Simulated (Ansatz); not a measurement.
Theory: Ansatz, DFT, r2SCAN, plane waves (500 eV) with PAW, scalar-relativistic. (PAW data from PBE, frozen cores regenerated.)

An element in the simple cubic structure gives this curve. The cell is scaled uniformly from the relaxed one, with fractional coordinates and shape fixed. Energies are extrapolated to zero smearing, pressures are those at the given smearing. Magnetic state: non-magnetic.

```tsv
V (Å³/atom)	E − E₀ (meV/atom)	P (GPa)
15.245	141.0	24.72
15.938	57.5	14.40
16.631	13.3	6.36
17.324	0.0	0.12
18.017	10.4	-4.71
18.710	39.1	-8.43
19.403	82.0	-11.29
```

Task: Which element is it?
A. iridium
B. silicon
C. germanium
D. palladium

Result: D. Its fit is V₀ = 17.34 Å³/atom, B₀ = 136 GPa, B₀′ = 5.4.
